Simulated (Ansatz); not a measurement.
Rb₂CuBiCl₆ in space group Fm-3m (No. 225; Rb on 8c, Cu on 4b, Bi on 4a, Cl on 24e), the program Ansatz at the LDA level (PAW). The conduction-band minimum lies at L, with 4 equivalent valleys. Second derivatives d²E/dk² of the lowest band at one valley (eV·Å²), along Cartesian directions:

```csv
direction,d²E/dk²
[100],20.35
[010],20.35
[001],20.35
[110],16.96
[101],23.69
[011],23.69
```

Q: Find the principal effective masses, the density-of-states mass and the conductivity mass.

A: Off-diagonal terms follow from H_xy = H[110] − (H_xx + H_yy)/2, and m*/mₑ = 7.620 eV·Å² over each eigenvalue: 0.32, 0.32, 0.56. One valley's DOS mass (m₁m₂m₃)^(1/3) = 0.39, conductivity mass 3/(Σ 1/mᵢ) = 0.37 mₑ.

Q: What effective density of states Nc follows at 300 K for parabolic valleys?

A: Nc = 2.509e19 × 4 × (0.39)^(3/2) ≈ 2.4e19 cm⁻³.

The first step of the workflow began from a Materials Project structure, measured or hypothetical; the Crystallography Open Database copy checked does not list it. Whether it is the stable phase at ambient conditions was not checked. The cell was relaxed with LDA under the symmetry of its start; phonons on a q-mesh show weakly imaginary modes. The run is not spin-polarised. Scalar-relativistic: spin–orbit coupling is off unless named, which matters more the heavier the elements.

Potentials: the later of the program's two PAW sets.

Edges and masses are those of Kohn–Sham bands, whose gap is no quasiparticle gap.
